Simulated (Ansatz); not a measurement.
## Straining Cd

Method: DFT PBEsol, scalar-relativistic, plane waves, PAW (Ansatz). (420 eV cutoff, 24×24×10 k-mesh, Gaussian smearing of 0.10 eV, no spin polarisation)

Reference structure (relaxed):

```yaml
crystal:
  lattice:
    - [2.94421, 0.00000, 0.00000]
    - [-1.47211, 2.54976, 0.00000]
    - [0.00000, 0.00000, 5.61031]
  atoms:
    - { symbol: Cd, position: [0.33333, 0.66667, 0.25000] }
    - { symbol: Cd, position: [0.66667, 0.33333, 0.75000] }
```

Deformation: c alone is stretched, the rest of the cell is held and the atoms relax, all within the symmetry that the strain leaves. Energies are extrapolated to zero smearing. On this cell's mesh the reference holds a stress of up to 0.25 GPa.

```
strain (%)  ΔE (meV/atom) a (Å) b (Å) c (Å)
      -6.0           14.6  2.944  2.944  5.274
      -4.0            6.2  2.944  2.944  5.386
      -2.0            1.1  2.944  2.944  5.498
      +0.0            0.0  2.944  2.944  5.610
      +2.0            2.4  2.944  2.944  5.723
      +4.0            7.5  2.944  2.944  5.835
      +6.0           14.7  2.944  2.944  5.947
```

(1) What stiffness (1/V) d²E/dε² at zero strain does a cubic fit over all points give?

## Answers

(1) A cubic fit gives (1/V) d²E/dε² = 62 GPa at zero strain (the elastic constant along c at held a and b).